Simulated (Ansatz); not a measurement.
## Formation energy of CuI (Marshite)

```
Cu I
1.0
     0.00000    3.03896    3.03896
     3.03896    0.00000    3.03896
     3.03896    3.03896    0.00000
Cu I
1 1
Direct
  0.25000 0.25000 0.25000
  0.00000 0.00000 0.00000
```

The cell comes from a relaxation on PAW files under the same functional, begun from a database entry that needn't be the ground state.

Level of theory: DFT with PBE, scalar-relativistic, in Ansatz 0.2.0; a Γ-centred 12×12×12 k mesh, Fermi–Dirac smearing of 0.05 eV, no spin polarisation. LAPW: all electrons, basis error target 0.5 meV/atom; PAW: frozen-core files, cutoff 420 eV; crystal datasets: all electrons, by PAW datasets that the program makes for each cell.

The elements are taken as Cu fcc, I solid I2, each relaxed on PAW files under the same functional and computed by the same method as the compound; zero-point and thermal terms are left out. PBE lacks dispersion, which leaves layered or molecular solids underbound, be they references or the compound itself.

Spin–orbit coupling is left out, which matters for the heavy atoms.

(1) Give the formation energy by each method, with the residual pressure at this cell and the LAPW gap.

(2) Give the LAPW value for one formula unit in kJ/mol.

## Answers

(1) 

```csv
method,ΔE(formation) (eV/atom),P at this cell (GPa),gap (eV)
LAPW,-0.139,0.03,1.10
PAW,-0.141,0.02,–
crystal datasets,-0.139,0.03,–
```

(2) -0.139 eV/atom × 2 atoms × 96.485 kJ/(mol·eV) = -26.8 kJ/mol, at zero temperature and without zero-point motion.
